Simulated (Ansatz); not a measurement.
Input:

Ti$_{2}$SnC:
```
Ti2SnC
1.0
    3.16594     0.00000     0.00000
   -1.58297     2.74179     0.00000
    0.00000     0.00000    13.73176
Ti Sn C
4 2 2
Direct
  0.33333   0.66667   0.08077
  0.66667   0.33333   0.91923
  0.66667   0.33333   0.58077
  0.33333   0.66667   0.41923
  0.33333   0.66667   0.75000
  0.66667   0.33333   0.25000
  0.00000   0.00000   0.00000
  0.00000   0.00000   0.50000
```

This is the r²SCAN-relaxed structure.

Problem. All from plane-wave PAW r²SCAN (Ansatz code), unless another level is named. Predict the highest zone-centre frequency.

Solution. 610 cm⁻¹.

Problem. Give the bulk modulus (Birch–Murnaghan fit).

Solution. 1440 kbar.

Space group P6_3/mmc. The first step of the workflow began from a Materials Project structure, measured or hypothetical; the Crystallography Open Database copy checked does not list it. Its standing as an ambient phase is unchecked. The r²SCAN relaxation kept the symmetry of its start; whether a distortion lowers the energy is not shown. No spin polarisation was allowed. As this level gives no gap, phonon frequencies hold no LO–TO term and depend on the k-mesh and smearing (Fermi–Dirac, 0.1 eV here). Spin–orbit coupling is left out wherever it is not named.

Potentials: the earlier of the program's two PAW sets.
